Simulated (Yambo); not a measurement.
AgCl (rock salt, space group Fm-3m, No. 225), G0W0@LDA in Yambo (4×4×4 mesh, plasmon pole; 10 Ry block, no terminator). The number N of bands in W and G is varied.

```json
[
 {"N": "38", "x = 1/N": "0.02632", "gap L → Γ (eV)": "2.283", "shift of the valence edge (eV)": "-0.572"},
 {"N": "55", "x = 1/N": "0.01818", "gap L → Γ (eV)": "2.182", "shift of the valence edge (eV)": "-0.692"},
 {"N": "76", "x = 1/N": "0.01316", "gap L → Γ (eV)": "2.189", "shift of the valence edge (eV)": "-0.827"},
 {"N": "100", "x = 1/N": "0.01000", "gap L → Γ (eV)": "?", "shift of the valence edge (eV)": "?"}
]
```

### Question
Basis-set arguments suggest E = E∞ + A x. Fix A and E∞ from the two rows above the withheld one, predict the row at 100 bands, and test the form.

### Answer
Gap: A = (2.189 − (2.182))/(0.01316 − 0.01818) = -1.39, E∞ = 2.207 eV, so 2.193 eV is predicted; the run gave 2.207 eV (miss 14 meV). The first two rows have slope 12.4, so the form doesn't hold yet over the whole range. Shift: A = (-0.827 − (-0.692))/(0.01316 − 0.01818) = 26.9, E∞ = -1.181 eV, so -0.912 eV is predicted; the run gave -0.918 eV (miss 6 meV). The first two rows have slope 14.7, so the form doesn't hold yet over the whole range. The other settings are held fixed.

Spin-orbit coupling is not included.

Geometry relaxed with LDA; primitive cell a = b = c = 3.7866 Å, α = β = γ = 60.00°.

A shift is the quasiparticle energy of the state minus its LDA energy.
